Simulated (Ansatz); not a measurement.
Bi (A7 type, space group R-3m)

```
Bi
1.0
    2.26661     1.30863     3.88456
   -2.26661     1.30863     3.88456
    0.00000    -2.61726     3.88456
Bi
2
Direct
  0.23718   0.23718   0.23718
  0.76282   0.76282   0.76282
```

Grid over V/V₀ and (c/a)/(c/a)₀, subscript 0 meaning the relaxed cell; the conventional c axis lies along z; no internal relaxation.

Method: PBE-D3(BJ) (plane waves to 420 eV, PAW, scalar-relativistic; Ansatz, a quantum-chemistry and plane-wave program). k mesh 13×13×13 (Γ-centred), Fermi-Dirac smearing 0.05 eV. The energy includes the smearing's −TS. As the atoms are clamped, bonds stretch with the cell, which overstates energies and stresses. With partly filled bands, the response to shear is sensitive to the k mesh, so small differences along c/a are uncertain. Bi was relaxed with its symmetry unable to fall. Spin-orbit coupling is left out, though Bi is heavy. The zero of ΔE is the relaxed starting cell.

**Question.** Estimate the ΔE (meV/atom) for all points of the grid V/V₀ = 0.920, 0.960, 1.000, 1.040, 1.080 by (c/a)/(c/a)₀ = 0.920, 0.960, 1.000, 1.040, 1.080.

**Answer.** ΔE (meV/atom), with V/V₀ across and (c/a)/(c/a)₀ down:

```
(c/a)/(c/a)₀ \ V/V₀  0.920  0.960  1.000  1.040  1.080
-------------------  -----  -----  -----  -----  -----
0.920                   48     21     15     25     50
0.960                   41     11      4     13     36
1.000                   40      9      0      8     30
1.040                   46     14      3     10     31
1.080                   56     23     12     18     39
```

(A scan under strain: stresses follow from slopes of the energy per volume, elastic moduli from its curvatures.)
